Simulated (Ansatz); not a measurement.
Starting cell, Ga (space group Cmce):

```yaml
crystal:
  lattice:
    - [4.42551, -7.48536, 0.00000]
    - [2.21276, 3.74268, 0.00000]
    - [0.00000, 0.00000, 4.43541]
  atoms:
    - { symbol: Ga, position: [0.07802, 0.84397, 0.91522] }
    - { symbol: Ga, position: [0.57802, 0.84397, 0.91522] }
    - { symbol: Ga, position: [0.42198, 0.15603, 0.08478] }
    - { symbol: Ga, position: [0.92198, 0.15603, 0.08478] }
    - { symbol: Ga, position: [0.17198, 0.65603, 0.41522] }
    - { symbol: Ga, position: [0.67198, 0.65603, 0.41522] }
    - { symbol: Ga, position: [0.32802, 0.34397, 0.58478] }
    - { symbol: Ga, position: [0.82802, 0.34397, 0.58478] }
```

A phonon eigenvector at S = (0.5, 0.0, 0.0) is frozen into this cell: atom i moves by Q times the vector below, so Q is the largest atomic displacement, in Å. The cell is held. It is one choice among 2 degenerate patterns. (q is in reciprocal vectors of the primitive cell; the cell shown is doubled to hold the pattern.)

```csv
atom,x,y,z
Ga1,0.321,-0.077,0.009
Ga2,-0.321,0.077,-0.009
Ga3,0.693,-0.274,-0.043
Ga4,-0.693,0.274,0.043
Ga5,0.641,-0.362,0.101
Ga6,-0.641,0.362,-0.101
Ga7,0.888,-0.447,0.109
Ga8,-0.888,0.447,-0.109
```

All values below come from LDA (plane waves to 420 eV, PAW, scalar-relativistic; Ansatz, a quantum-chemistry and plane-wave program). k mesh 6×12×11 (Γ-centred), Fermi-Dirac smearing 0.05 eV. With partly filled bands, energies and forces of such displacements shift with the k mesh and the smearing. Ga was relaxed with its symmetry unable to fall. 

| Q (Å) | −dE/dQ from forces (eV/Å) |
|---|---|
| -0.100 | 2.629 |
| -0.083 | 2.174 |
| -0.067 | 1.728 |
| -0.050 | 1.290 |
| -0.033 | 0.856 |
| -0.017 | 0.427 |
| 0.000 | 0.000 |
| 0.017 | -0.427 |
| 0.033 | -0.856 |
| 0.050 | -1.290 |
| 0.067 | -1.728 |
| 0.083 | -2.174 |
| 0.100 | -2.629 |

Problem. What harmonic wavenumber does the curvature at Q = 0 give?

Solution. 150 cm⁻¹. E″ = 25.63 eV/Å², M = Σ mᵢ|uᵢ|² = 309.4 u, ν̃ = 521.5·√(|E″|/M).

(For displaced atoms, the force is minus the slope of the energy, and its curvature is a force constant, which sets phonon frequencies.)
